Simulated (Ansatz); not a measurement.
TaAl:
```cif
data_AlTa
_chemical_formula_sum 'Ta1 Al1'
_space_group_name_H-M_alt 'P 1'
_space_group_IT_number 1
_cell_length_a 3.71608
_cell_length_b 3.71608
_cell_length_c 3.71608
_cell_angle_alpha 60.000
_cell_angle_beta 60.000
_cell_angle_gamma 60.000
loop_
_space_group_symop_operation_xyz
  'x, y, z'
loop_
_atom_site_label
_atom_site_type_symbol
_atom_site_fract_x
_atom_site_fract_y
_atom_site_fract_z
_atom_site_occupancy
Ta1 Ta 0.00000 0.00000 0.00000 1
Al1 Al 0.50000 0.50000 0.50000 1
```

Relaxed with r²SCAN.

**Question.** Tabulate the valence density and the electron localisation function along the shortest Ta–Al contact (2.63 Å), DFT-r²SCAN in the program Ansatz with PAW potentials.

**Answer.** 

```
distance from Ta (Å)  density (e/Å³)   ELF
--------------------  --------------  ----
0.26                            4.39  0.30
0.39                            4.86  0.63
0.53                            4.36  0.79
0.66                            3.15  0.81
0.79                            1.88  0.74
0.92                            1.02  0.58
1.05                            0.62  0.42
1.18                            0.44  0.41
1.31                            0.36  0.50
1.45                            0.33  0.60
1.58                            0.30  0.66
1.71                            0.28  0.63
1.84                            0.24  0.48
1.97                            0.18  0.25
2.10                            0.12  0.07
2.23                            0.08  0.03
2.36                            0.06  0.09
```

The density is the valence pseudo-density with augmentation charge, so density and ELF within about 1 Å of a nucleus are not all-electron values.

Space group Fm-3m (rock salt). The start of the workflow was typed in or built on a structure type; neither database checked (COD, Materials Project) lists it. Whether it is the stable phase at ambient conditions was not checked. Symmetry was held in the r²SCAN relaxation. At this level the phase is mechanically unstable. The run is not spin-polarised. Its formation energy is positive at this level, so the cell may be metastable or incomplete. Spin–orbit coupling is left out wherever it is not named.

Potentials: the earlier of the program's two PAW sets.
